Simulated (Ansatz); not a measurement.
A trial cell of TaH5, before relaxation:

```yaml
crystal:
  lattice:
    - [3.99254, 0.00000, 0.00000]
    - [-1.99627, 3.45764, 0.00000]
    - [0.00000, 0.00000, 3.96923]
  atoms:
    - { symbol: Ta, position: [0.00000, 0.00000, 0.50000] }
    - { symbol: H, position: [0.67000, 0.00000, 0.00000] }
    - { symbol: H, position: [0.33000, 0.33000, 0.00000] }
    - { symbol: H, position: [0.00000, 0.67000, 0.00000] }
    - { symbol: H, position: [0.66667, 0.33333, 0.50000] }
    - { symbol: H, position: [0.33333, 0.66667, 0.50000] }
```

The calculation used DFT PBE, scalar-relativistic, plane waves, PAW in Ansatz 0.2.0. Cutoff 420 eV, Gaussian smearing, Γ-centred meshes. Cell and atoms relax first on a coarse mesh and then on a finer one. In between, the cell is made exact in the group found at 0.06 Å. In metals the finer mesh still leaves noise of several meV/atom or more. The steps can't lower the symmetry of their start. No spin polarisation.

A guess keeps its type if space group and coordination stay and the shape of the cell changes little (axis ratios within about 15 %, angles within 6°); the volume may change.

Question: Does it keep its structure type, or change into something else?

Answer: It keeps its type. The symmetry stays P-62m (No. 189). The volume per atom shrinks by 37.5 %, from 9.1 to 5.7 Å³. The shortest distance goes from 2.28 Å (H–H) to 1.87 Å (H–H). The ratio c/a of the conventional cell changes by a factor of 0.89. Counting neighbours within 15 % of an atom's shortest distance, the start has H 12, Ta 12 and the end H 12, Ta 12.

The last run used a 12×12×12 mesh for its 6-atom cell and Gaussian smearing of 0.10 eV. These runs have no spin–orbit coupling, which can matter for Ta. A later test with randomly moved atoms ended 1 meV/atom lower on a coarse mesh, in Amm2 at a loose tolerance, which is no clear verdict on its stability.
